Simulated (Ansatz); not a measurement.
Relaxed-ion elastic tensor of Ga (diamond, Fd-3m) in GPa (Voigt order), plane-wave PAW r²SCAN (Ansatz code); density 4.80 g/cm³, 24.10 Å³ per atom.

|  | 1 | 2 | 3 | 4 | 5 | 6 |
|---|---|---|---|---|---|---|
| 1 | 30.8 | 51.7 | 51.7 | 0.0 | 0.0 | 0.0 |
| 2 | 51.7 | 30.8 | 51.7 | 0.0 | 0.0 | 0.0 |
| 3 | 51.7 | 51.7 | 30.8 | 0.0 | 0.0 | 0.0 |
| 4 | 0.0 | 0.0 | 0.0 | -23.6 | 0.0 | 0.0 |
| 5 | 0.0 | 0.0 | 0.0 | 0.0 | -23.6 | 0.0 |
| 6 | 0.0 | 0.0 | 0.0 | 0.0 | 0.0 | -23.6 |

### Question
Is the crystal mechanically stable?

### Answer
No: the smallest eigenvalue of C is -23.6 GPa.

The start of the workflow was typed in or built on a structure type; neither database checked (COD, Materials Project) lists it. It is not the phase usual at ambient conditions (space group No. 64). The r²SCAN relaxation kept the symmetry of its start. At this level the phase is mechanically unstable. The volume moved by -21 % from the start of the relaxation. As this level gives no gap, shear constants depend on the k-mesh and smearing (Fermi–Dirac, 0.1 eV here).

Potentials: the later of the program's two PAW sets.
